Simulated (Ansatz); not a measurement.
The end point of a relaxation of AlN. Space group Fm-3m (No. 225), rock salt type. These are r2SCAN (plane waves to 500 eV, PAW, scalar-relativistic; Ansatz, an electronic-structure program) values and carry that method's errors.

```cif
data_AlN
_chemical_formula_sum 'Al1 N1'
_space_group_name_H-M_alt 'P 1'
_space_group_IT_number 1
_cell_length_a 2.85423
_cell_length_b 2.85423
_cell_length_c 2.85423
_cell_angle_alpha 60.000
_cell_angle_beta 60.000
_cell_angle_gamma 60.000
loop_
_space_group_symop_operation_xyz
  'x, y, z'
loop_
_atom_site_label
_atom_site_type_symbol
_atom_site_fract_x
_atom_site_fract_y
_atom_site_fract_z
_atom_site_occupancy
Al1 Al 0.00000 0.00000 0.00000 1
N1 N 0.50000 0.50000 0.50000 1
```

Problem. Predict the band gap from r2SCAN.

Solution. 5.53 eV, indirect (valence top at Γ, conduction bottom at X) (no spin-orbit coupling).

Problem. What is the computed smallest direct gap (r2SCAN)?

Solution. 6.54 eV at Γ.

No spin polarisation in the result.

The run could not lose the symmetry of its start.

The relaxed structure has the type that AlN is known to take under pressure; here it was relaxed at zero pressure, from a generated start.
